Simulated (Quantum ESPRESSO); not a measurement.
## Convergence of NMR parameters in AlN

```
AlN
1.0
    0.00000     2.18399     2.18399
    2.18399     0.00000     2.18399
    2.18399     2.18399     0.00000
Al N
1 1
Direct
  0.00000   0.00000   0.00000
  0.75000   0.75000   0.75000
```
Geometry: a computed entry of the Materials Project; it was not checked against measured cells. It is AlN in F-43m. Stability against distortions was not tested.

Method: σ by PBE GIPAW on JTH datasets (Quantum ESPRESSO, modified build). The cutoff rises from row to row, with the meshes as listed. Costs are rough, from a shared machine. Shieldings are absolute and leave out the bulk-susceptibility term; a larger σ means a smaller chemical shift. No d partial waves on Al: the paramagnetic term there is incompletely reconstructed. Static lattice: thermal averaging is not included.

| setting | cutoff (Ha) | k-mesh | σ_iso Al (ppm) | σ_iso N (ppm) | f-sum rule missed by (%) | rough cost ratio |
|---|---|---|---|---|---|---|
| A | 15.5 | 5×5×5 through Γ | 428.4 | 114.7 | 0.99 | about 1 |
| B | 17.5 | 5×5×5 shifted | 435.5 | 122.6 | 0.20 | about 1 |
| C | 25 | 7×7×7 shifted | 435.0 | 105.4 | 0.01 | 7 |
| D | 35 | 10×10×10 shifted | 435.0 | 104.0 | 0.00 | 20 |

Largest change from the last row but one to the last: σ_iso N (ppm) by -1.4.
